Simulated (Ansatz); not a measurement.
## Calculated quadrupolar parameters for BiTe under strain

The cell is a COD entry, relaxed with PBE at fixed cell and then changed (z compressed by 3 %, ions relaxed).

```yaml
crystal:
  lattice:
    - [4.42200, 0.00000, 0.00000]
    - [-2.21100, 3.82956, 0.00000]
    - [0.00000, 0.00000, 23.32850]
  atoms:
    - { symbol: Bi, position: [0.00000, 0.00000, 0.12373] }
    - { symbol: Bi, position: [0.00000, 0.00000, 0.87627] }
    - { symbol: Bi, position: [0.33333, 0.66667, 0.29229] }
    - { symbol: Bi, position: [0.66667, 0.33333, 0.70771] }
    - { symbol: Bi, position: [0.66667, 0.33333, 0.46422] }
    - { symbol: Bi, position: [0.33333, 0.66667, 0.53578] }
    - { symbol: Te, position: [0.33333, 0.66667, 0.05124] }
    - { symbol: Te, position: [0.66667, 0.33333, 0.94876] }
    - { symbol: Te, position: [0.66667, 0.33333, 0.20854] }
    - { symbol: Te, position: [0.33333, 0.66667, 0.79146] }
    - { symbol: Te, position: [0.00000, 0.00000, 0.36567] }
    - { symbol: Te, position: [0.00000, 0.00000, 0.63433] }
```

Sites (sets of like atoms) are named by element and the number of their first atom in this list.

Computed with Ansatz: DFT, PBE, plane waves and PAW, scalar-relativistic, 420 eV cutoff, Γ-centred 11×11×2 k-points, Fermi–Dirac smearing 0.05 eV.

Conventions: |V_zz| ≥ |V_yy| ≥ |V_xx|, η = (V_xx − V_yy)/V_zz, C_Q = eQV_zz/h.

²⁰⁹Bi: I = 9/2, Q = -516.0 mb. Q values from Pyykkö, Mol. Phys. 116, 1328 (2018).

| site | atoms (order as listed) | first shell | V_zz (10²¹ V/m²) | η | C_Q (MHz) |
| --- | --- | --- | --- | --- | --- |
| Bi1 | 1, 2 | 6 Te at 3.06–3.23 Å | -0.027 | 0.00 | 0.336 |
| Bi3 | 3, 4 | 6 Te at 3.07–3.21 Å | 1.65 | 0.00 | -20.6 |
| Bi5 | 5, 6 | 3 Bi at 3.05 Å, 3 Te at 3.44 Å | 5.89 | 0.00 | -73.5 |
| Te7 | 7, 8 | 3 Bi at 3.06 Å, 3 Te at 3.50 Å | -1.42 | 0.00 | – |
| Te9 | 9, 10 | 6 Bi at 3.21–3.23 Å | 6.29 | 0.00 | – |
| Te11 | 11, 12 | 6 Bi at 3.07–3.44 Å | -0.56 | 0.00 | – |

An axis of threefold or higher order runs through Bi1, Bi3, Bi5, Te7, Te9 and Te11, so V_zz lies along it and η is zero.

Te has no stable isotope with a ground-state quadrupole moment in the table, so no C_Q is given.

Spin–orbit coupling is left out, which shifts gradients on Bi by a few per cent in wide-gap crystals, and can shift them far more where the calculated gap is small or absent, as here. With a gap of 0.19 eV under a smearing of 0.05 eV the band edges are partly filled, so small gradients can hang on the smearing and the k-mesh.

The relaxation (4 steps) took 75 s of wall time (4.4 min of CPU time) and 2.1 GiB at its peak, on 4 threads of Intel Xeon Platinum 8259CL CPU @ 2.50GHz (Skylake/Cascade Lake) (x86_64; 16 cores open to the job, memory cap 8.0 GiB, no GPU), a shared host with a load of 0.5 a core.
